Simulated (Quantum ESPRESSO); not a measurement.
Kohn-Sham bands of TlCl (rock salt)

```
CELL_PARAMETERS angstrom
      0.00000     3.21955     3.21955
      3.21955     0.00000     3.21955
      3.21955     3.21955     0.00000
ATOMIC_POSITIONS crystal
  Tl 0.00000 0.00000 0.00000
  Cl 0.50000 0.50000 0.50000
```

Structure: Materials Project mp-569639, symmetrised, not relaxed again. Not found in the COD (Crystallography Open Database) copy used, which has the formula in other groups; not checked further. Method: PBEsol plane waves in Quantum ESPRESSO 7.5 (PseudoDojo norm-conserving files, 50 Ry, no spin polarisation, no spin-orbit coupling), Bloch states on a 8×8×8 mesh through Γ, Wannier90 4.0.1. Density: 8×8×8 mesh, cold smearing 0.01 Ry. Spin-orbit coupling is left out although heavy elements are present.

Energies are relative to the valence-band maximum; weights are on the orthonormalised atomic waves of the pseudopotential files, averaged over the group. 20 electrons a cell are treated as valence.

Question: Into which isolated groups do the bands fall, where do they lie and what are they made of?

Answer: 
```tsv
bands	from (eV)	to (eV)	filling	weight on atomic waves
1	-13.80	-13.63	filled	Cl 3s 90 %, Tl 6p 8 %
2–6	-9.76	-9.60	filled	Tl 5d 99 %
7	-5.06	-3.58	filled	Tl 6s 68 %, Cl 3p 26 %, Tl 6p 4 %
8–10	-3.08	0.00	filled	Cl 3p 81 %, Tl 6s 9 %, Tl 6p 9 %
```

The Kohn-Sham gap over both meshes and the path is 2.29 eV.
